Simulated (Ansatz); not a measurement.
# Bi2Se3 under strain: Field gradients at the nuclei

The cell is an entry of the Crystallography Open Database (COD), relaxed with PBE at fixed cell and then changed (z compressed by 2 %, ions relaxed).

```yaml
crystal:
  lattice:
    - [1.96496, 1.13447, 8.95981]
    - [-1.96496, 1.13447, 8.95981]
    - [0.00000, -2.26894, 8.95981]
  atoms:
    - { symbol: Bi, position: [0.59703, 0.59703, 0.59703] }
    - { symbol: Bi, position: [0.40297, 0.40297, 0.40297] }
    - { symbol: Se, position: [0.79635, 0.79635, 0.79635] }
    - { symbol: Se, position: [0.20365, 0.20365, 0.20365] }
    - { symbol: Se, position: [0.00000, 0.00000, 0.00000] }
```

Sites (sets of like atoms) are named by element and the number of their first atom in this list.

All values are calculated (Ansatz; DFT, PBE, plane waves and PAW, scalar-relativistic, 420 eV cutoff, Γ-centred 14×14×14 k-points, Fermi–Dirac smearing 0.05 eV), not measured.

Conventions: |V_zz| ≥ |V_yy| ≥ |V_xx|, η = (V_xx − V_yy)/V_zz, C_Q = eQV_zz/h. ν_Q = 3|C_Q|/[2I(2I − 1)].

²⁰⁹Bi: I = 9/2, Q = -516.0 mb. Q values from Pyykkö, Mol. Phys. 116, 1328 (2018).

**Question.** Give the quadrupolar parameters of the distinct sites.

**Answer.** 

| site | atoms (order as listed) | first shell | C_Q (MHz) | η | ν_Q (MHz) |
| --- | --- | --- | --- | --- | --- |
| Bi | 1, 2 | 6 Se at 2.78–2.94 Å | -26.8 | 0.00 | 1.11 |

An axis of threefold or higher order runs through Bi, so V_zz lies along it and η is zero.

Se has no stable isotope with a ground-state quadrupole moment in the table, so these sites are left out.

The run finds no gap above 0.1 eV (a metal, or nearly one), so the gradients can move by 10 % or more with the k-mesh. Spin–orbit coupling is left out, which shifts gradients on Bi by a few per cent in wide-gap crystals, and can shift them far more where the calculated gap is small or absent, as here. Newer work puts Q(²⁰⁹Bi) near −420 mb, which would lower these couplings by about a fifth. Semilocal functionals make gaps too small and can close them, so the real compound need not be a metal. At this changed cell the PBE pressure is 14 GPa.

The relaxation (3 steps) took 2.1 min of wall time (2.1 min of CPU time) and 1.5 GiB at its peak, on 1 thread of Intel Xeon 6975P-C (Granite Rapids) (x86_64; 16 cores open to the job, memory cap 3.0 GiB, no GPU), a shared host with a load of 0.4 a core.
